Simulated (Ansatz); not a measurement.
WSi₂ (MoSi2 type, space group I4/mmm)

```
CELL_PARAMETERS angstrom
     -1.61472     1.61472     3.93387
      1.61472    -1.61472     3.93387
      1.61472     1.61472    -3.93387
ATOMIC_POSITIONS crystal
  W  0.00000 0.00000 0.00000
  Si 0.33458 0.33458 0.00000
  Si 0.66542 0.66542 0.00000
```

E(V) scan at fixed shape, V₀ the volume above. The atoms relax within the cell's symmetry.

Calculation: PBE (plane waves to 420 eV, PAW, scalar-relativistic; Ansatz, a first-principles code). k mesh 20×20×20 (Γ-centred), Fermi-Dirac smearing 0.05 eV. Compression counts positive. Spin-orbit coupling is left out, though W is heavy. The PAW data are Ansatz's earlier set. WSi2 is run without spin polarisation. WSi2 was relaxed with its symmetry unable to fall.

At one point of the scan the stress tensor (GPa) is:

```
    3.3      0.0      0.0
    0.0      3.3      0.0
    0.0      0.0      3.7
```

**Question.** Which point is it?
(A) V/V₀ = 0.940
(B) V/V₀ = 0.955
(C) V/V₀ = 0.970
(D) V/V₀ = 0.985

**Answer.** D, V/V₀ = 0.985

(Under strain, the slope of the energy per volume gives the stress and its curvature an elastic modulus.)
